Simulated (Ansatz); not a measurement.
GaNi₃C (anti-perovskite, Pm-3m) under volume change, plane-wave PAW PBE (Ansatz code), scaled uniformly.

| V (Å³/atom) | E − E(relaxed) (meV/atom) | P (GPa) |
|---|---|---|
| 9.857 | 64.5 | 23.15 |
| 10.182 | 27.0 | 14.09 |
| 10.507 | (withheld) | (withheld) |
| 10.832 | 0.0 | 0.00 |
| 11.157 | (withheld) | (withheld) |
| 11.482 | 21.5 | -10.04 |
| 11.807 | 45.9 | -13.90 |

Question: Some entries are withheld; supply them.

Answer: 
- 11.157, E − E(relaxed) (meV/atom): 5.7
- 11.157, P (GPa): -5.45
- 10.507, E − E(relaxed) (meV/atom): 6.4
- 10.507, P (GPa): 6.45

Question: What does a third-order Birch–Murnaghan fit give for V₀, B₀ and B′?

Answer: V₀ = 10.83 Å³/atom, B₀ = 197 GPa, B′ = 4.6.

A made-up cell: these elements were put on the sites of a structure type; the Crystallography Open Database copy checked does not list it. Whether it is the stable phase at ambient conditions was not checked. The PBE relaxation kept the symmetry of its start; whether a distortion lowers the energy is not shown. The workflow began spin-polarised and lost its moments.

Potentials: the later of the program's two PAW sets.
